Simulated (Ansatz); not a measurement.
According to the program Ansatz at the PBE level (PAW), GaSb in the rock salt structure (Fm-3m) relaxes to a = 5.798 Å. Sb has 6 nearest neighbours from 2.90 Å (octahedral); Ga has 6 nearest neighbours from 2.90 Å (octahedral). Against the elements it lies at 0.046 eV/atom, with no fitted shifts.

Electronic character: metallic (no gap). Gap from PBE with spin–orbit coupling: none (metallic).

The bulk modulus is 54.8 GPa.

The start of the workflow was typed in or built on a structure type; neither database checked (COD, Materials Project) lists it. It is not the phase usual at ambient conditions (space group No. 216). The PBE relaxation kept the symmetry of its start; its stability against distortions is not shown here. The volume moved by 17 % from the start of the relaxation. The references are the lowest solids computed at this level, not always the standard phases. Scalar-relativistic: spin–orbit coupling is off unless named, which matters more the heavier the elements.

Potentials: the later of the program's two PAW sets.
